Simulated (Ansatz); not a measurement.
The start is a generated cell, ScB4Os3 built in the AFLOW prototype AB3C4_cP8_215_a_c_e (as in Cu3AsS4). A full variable-cell relaxation at zero pressure is run with r2SCAN (plane waves to 500 eV, PAW, scalar-relativistic; Ansatz, a program for electronic structure). First-step values are on the input's coarse k-mesh.

Ansatz input (later rounds restart from its end on a renewed k-mesh):
Ansatz 0.2 input:
```yaml
crystal:
  lattice:
    - [4.4236857, 0, 0]
    - [0, 4.4236857, 0]
    - [0, 0, 4.4236857]
  atoms:
    - { symbol: Os, position: [0, 0.5, 0.5] }
    - { symbol: Os, position: [0.5, 0.5, 0] }
    - { symbol: Os, position: [0.5, 0, 0.5] }
    - { symbol: Sc, position: [0, 0, 0] }
    - { symbol: B, position: [0.25, 0.25, 0.25] }
    - { symbol: B, position: [0.25, 0.75, 0.75] }
    - { symbol: B, position: [0.75, 0.25, 0.75] }
    - { symbol: B, position: [0.75, 0.75, 0.25] }
basis: { ecutwfc: 500, ecutrho_ratio: 4, xc_grid: 4, fft_grid_basis: typed }
kpoints: { mp_grid: { grid: [5, 5, 5] } }
hamiltonian:
  xc: r2scan
  dispersion: none
  pseudopotentials: { kind: paw }
scf: { occupations: { method: fermi_dirac, width: 0.05 } }
relax: { f_tol: 0.01, max_steps: 100, cell: { stress_tol: 0.02 } }
output: { forces: true, stress: true }
```

```yaml
initial_pressure: "+67 GPa (positive: the cell is compressed)"
largest_initial_force: about 4.0 eV/Å, on B5, B6, B7, B8 (atoms numbered as listed)
outcome: The space group stays P-43m (No. 215) (the run could not lower it); the end is AFLOW prototype AB3C4_cP8_215_a_c_e (as in Cu3AsS4), with 8 atoms in the primitive cell
energy_released: 0.86 eV/atom
volume_change: +31.7 %, from 10.82 to 14.25 Å³/atom
Shortest distances (start → end): "The closest pairs of elements (up to four, under 3.6 Å), start → end: B–Os 1.92 → 2.01 Å; B–Sc 1.92 → 2.46 Å; B–B 3.13 → 2.84 Å; Os–Sc 3.13 → 3.43 Å"
band_gap_at_the_end: no gap (metallic)
optimiser_moves: 7
```

The end point of the relaxation:

```cif
data_B4Os3Sc
_chemical_formula_sum 'Os3 Sc1 B4'
_space_group_name_H-M_alt 'P-43m'
_space_group_IT_number 215
_space_group_name_Hall 'P -4 2 3'
_cell_length_a 4.84880
_cell_length_b 4.84880
_cell_length_c 4.84880
_cell_angle_alpha 90.000
_cell_angle_beta 90.000
_cell_angle_gamma 90.000
loop_
_atom_site_label
_atom_site_type_symbol
_atom_site_symmetry_multiplicity
_atom_site_Wyckoff_symbol
_atom_site_fract_x
_atom_site_fract_y
_atom_site_fract_z
_atom_site_occupancy
Os1 Os 3 c 0.00000 0.50000 0.50000 1
Sc1 Sc 1 a 0.00000 0.00000 0.00000 1
B1 B 4 e 0.29323 0.29323 0.29323 1
```

Final values are on a 10×10×10 k-mesh of the relaxed cell. No spin polarisation in the result. The relaxed primitive cell holds an odd number of electrons. A magnetic state may lie lower.

The run could not lose the symmetry of its start: the end is stationary, and may be a saddle point rather than a minimum.

The relaxed structure here is a generated cell of ScB4Os3: the first start was made by placing the elements on the sites of a structure type, and the end was not matched to a known phase here, so it may be hypothetical.
